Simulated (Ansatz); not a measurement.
Starting cell, InSb (zinc blende):

```
InSb
1.0
    0.00000     6.63461     6.63461
    3.31730     0.00000     3.31730
    3.31730     3.31730     0.00000
Sb In
2 2
Direct
  0.37500   0.75000   0.75000
  0.87500   0.75000   0.75000
  0.00000   0.00000   0.00000
  0.50000   0.00000   0.00000
```

Two-dimensional scan of atom 3 (In, nearest neighbour Sb at 2.873 Å; its periodic images, 4.7 Å or more away, move with it): u runs along (1.000, 0.000, 0.000), v along (0.000, 0.000, 1.000) (Cartesian). Cell and other atoms are fixed.

These are PBE (plane waves to 420 eV, PAW, scalar-relativistic; Ansatz, a first-principles code) values and carry that method's errors. k mesh 5×10×10 (Γ-centred), Fermi-Dirac smearing 0.05 eV. Compression counts positive. With partly filled bands, energies and forces of such displacements shift with the k mesh and the smearing. At this level the bands of InSb touch or barely overlap; measurements give the solid a gap. InSb was relaxed with its symmetry unable to fall. Spin-orbit coupling is left out, though Sb is heavy. The last digit holds for this mesh only.

Changes of P (GPa) from the point u = 0.000 Å, v = 0.000 Å when one coordinate moves alone (two changes are said to add if the coupling is within 5 % of the smaller one, nearly so within 20 %):

```tsv
point	change
u = 0.000 Å, v = -0.720 Å	3.19
u = 0.000 Å, v = -0.360 Å	0.88
u = -0.720 Å, v = 0.000 Å	3.46
u = -0.360 Å, v = 0.000 Å	0.93
u = 0.360 Å, v = 0.000 Å	0.88
u = 0.720 Å, v = 0.000 Å	3.19
u = 0.000 Å, v = 0.360 Å	0.93
u = 0.000 Å, v = 0.720 Å	3.46
```

Task: Do the two effects add at u = -0.720 Å, v = 0.720 Å? Give the computed change.

Result: The sum of the single changes is 3.46 + (3.46) = 6.92; the calculation gives 9.75, so the coupling contributes 2.83 (over 20 % of the smaller single change, not additive).

(A displaced cell: forces are minus the slopes of the energy, force constants its curvatures, and phonons follow from these.)
